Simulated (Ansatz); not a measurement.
## Antifluorite alloy of Mg2Si and Mg2Ge (6 of 32 Si sites exchanged), 96 atoms

Ansatz, PAW, plane waves. PBEsol relaxation of volume and atoms (shape held) at the single k point (¼, ¼, ¼) without its symmetry partners; single points on the relaxed atoms at the single k point (¼, ¼, ¼) without its symmetry partners, onto which points of the small cell's zone fold. Arrangement: unlike neighbours preferred. No spin–orbit coupling unless named.

Relaxed structure:

```
Mg Si Ge
1.0
    12.66388    0.00000    0.00000
     0.00000   12.66388    0.00000
     0.00000    0.00000   12.66388
Mg Si Ge
64 26 6
Direct
  0.37583 0.12563 0.12491
  0.37557 0.12552 0.62461
  0.37545 0.62522 0.12507
  0.37557 0.62557 0.62468
  0.87533 0.12485 0.12509
  0.87556 0.12549 0.62484
  0.87565 0.62527 0.12460
  0.87569 0.62570 0.62461
  0.12544 0.37523 0.12521
  0.12505 0.37495 0.62484
  0.12486 0.87463 0.12467
  0.12517 0.87492 0.62459
  0.62500 0.37487 0.12465
  0.62502 0.37485 0.62471
  0.62567 0.87530 0.12493
  0.62525 0.87510 0.62468
  0.12514 0.12537 0.37519
  0.12505 0.12561 0.87535
  0.12552 0.62492 0.37482
  0.12502 0.62550 0.87521
  0.62554 0.12511 0.37490
  0.62497 0.12544 0.87538
  0.62513 0.62540 0.37499
  0.62511 0.62558 0.87504
  0.12511 0.12502 0.12455
  0.12462 0.12557 0.62463
  0.12544 0.62478 0.12484
  0.12506 0.62537 0.62442
  0.62530 0.12500 0.12518
  0.62492 0.12541 0.62457
  0.62509 0.62540 0.12443
  0.62493 0.62554 0.62436
  0.37525 0.37534 0.37502
  0.37554 0.37493 0.87534
  0.37568 0.87496 0.37525
  0.37562 0.87492 0.87520
  0.87585 0.37471 0.37505
  0.87545 0.37494 0.87525
  0.87526 0.87507 0.37477
  0.87550 0.87483 0.87509
  0.37529 0.37546 0.12496
  0.37534 0.37494 0.62453
  0.37552 0.87492 0.12457
  0.37562 0.87487 0.62452
  0.87556 0.37456 0.12449
  0.87552 0.37489 0.62442
  0.87519 0.87508 0.12478
  0.87545 0.87499 0.62446
  0.37560 0.12545 0.37499
  0.37545 0.12526 0.87510
  0.37535 0.62501 0.37466
  0.37532 0.62530 0.87497
  0.87528 0.12498 0.37472
  0.87541 0.12528 0.87518
  0.87555 0.62523 0.37498
  0.87559 0.62548 0.87493
  0.12537 0.37513 0.37477
  0.12505 0.37489 0.87532
  0.12488 0.87460 0.37493
  0.12493 0.87480 0.87495
  0.62513 0.37488 0.37517
  0.62480 0.37484 0.87516
  0.62534 0.87521 0.37480
  0.62507 0.87500 0.87514
  0.00017 0.00003 0.99984
  0.00018 0.00010 0.49985
  0.00026 0.50008 0.99995
  0.00038 0.50007 0.49972
  0.50040 0.00015 0.00006
  0.50042 0.00022 0.49972
  0.50031 0.50022 0.99993
  0.50026 0.50014 0.49991
  0.25039 0.25022 0.00012
  0.25018 0.25011 0.49989
  0.25032 0.74999 0.99998
  0.25039 0.75003 0.49978
  0.75028 0.24993 0.00007
  0.75042 0.25002 0.49990
  0.75045 0.75012 0.99983
  0.75029 0.75017 0.49968
  0.25037 0.50013 0.24991
  0.75040 0.00007 0.24999
  0.00046 0.25004 0.24981
  0.00012 0.25025 0.75004
  0.00024 0.74998 0.24979
  0.00033 0.75014 0.74966
  0.50032 0.25038 0.25004
  0.50021 0.25011 0.74983
  0.50049 0.75023 0.24977
  0.50031 0.75034 0.74992
  0.25032 0.99997 0.24984
  0.25014 0.00017 0.74982
  0.25016 0.50015 0.74993
  0.75022 0.00020 0.74987
  0.75036 0.50001 0.24976
  0.75025 0.50016 0.74983
```

Task: What are the mean bond lengths by pair (pairs within 1.2 times the sum of covalent radii, less contacts 15 % beyond the pair's median; cation–cation pairs of compounds aside; long ionic contacts are cut short by that bound)?

Result: Ge–Mg 2.748 ± 0.002 Å (standard deviation, 48 bonds); Mg–Mg 3.166 ± 0.006 Å (standard deviation, 192 bonds); Mg–Si 2.740 ± 0.002 Å (standard deviation, 208 bonds).

Task: What gap lies between the top filled and the lowest empty level in the single points?

Result: r²SCAN 0.87 eV (7.5 s on NVIDIA H100). Away from Γ this isn't the crystal's band gap.
